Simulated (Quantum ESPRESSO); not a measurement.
## SiAsO3F3 (convergence and cost over cutoff and k mesh)

A calculation, not a measurement. The program is pw.x of Quantum ESPRESSO 7.5 (plane-wave density functional theory). The cell is made up: 8 atoms on a quartz lattice with one site empty, with randomly drawn elements, strain and displacements, not relaxed. PseudoDojo standard norm-conserving files (v0.5 for PBE, v0.4.1 for LDA and PBEsol) set the functional; there is no spin polarisation, spin-orbit coupling or dispersion term, and the masses in the input are unused placeholders.

Input of the run in row 4:

```
&control calculation='scf', pseudo_dir='./dojo.nc.sr.pbe.v0_5.standard.upf', outdir='./o', disk_io='medium', tprnfor=.true., tstress=.true. /
&system ibrav=0, nat=8, ntyp=4, nbnd=35, ecutwfc=84.00895049, nosym=.true., tot_charge=0,
 occupations='smearing', smearing='fd', degauss=0.0018374661
/
&electrons conv_thr=7.350e-09, electron_maxstep=60, /
ATOMIC_SPECIES
As 1.0 As.upf
F 1.0 F.upf
O 1.0 O.upf
Si 1.0 Si.upf
CELL_PARAMETERS angstrom
5.1306 0.0153 0.0381
-2.5521 4.5022 0.0274
0.0421 0.0593 5.5705
ATOMIC_POSITIONS angstrom
Si -1.0619 2.0819 1.8295
As 1.2414 2.3631 0.1005
O 1.3837 1.2472 4.3345
O 3.3648 0.791 2.5672
O 2.9259 2.6219 0.6738
F 0.3441 1.9408 1.1279
F -1.0227 3.2449 3.0087
F 0.8781 3.9499 4.9543
K_POINTS automatic
5 5 4 1 1 1
```

The same cell was run at these settings. Meshes are shifted by half a step, and differences are from the last row, which is itself not exact.

```
cutoff (eV)     k mesh  k points solved  threshold (eV)  free energy less the last row's (eV)  pressure (GPa)  largest stress difference (GPa)  largest force difference (eV/Å)  iterations  wall time (s)  k-point pools              processor
        800  2 x 2 x 2                4           1e-04                                 3.777          -29.39                            38.80                            0.197          10             40              1  AMD EPYC, Zen 5 class
       1143  1 x 1 x 1                1           1e-07                                 0.048            8.46                             2.04                            0.724          14             39              1  AMD EPYC, Zen 5 class
        622  5 x 5 x 4               50           1e-07                                38.721         -208.14                           218.60                            0.886          14            272              1  AMD EPYC, Zen 5 class
       1143  5 x 5 x 4               50           1e-07                                 0.003            9.22                             0.01                            0.002          14            621              1  AMD EPYC, Zen 5 class
       1437  7 x 7 x 6              147           1e-07                                 0.000            9.23                             0.00                            0.000          14            663              4      Intel Xeon, older
```

Each pool is one process. Wall times include start-up and a band step at six k points, which weighs most on the coarsest meshes. The runs were on shared virtual cores whose load varied, so times are rough.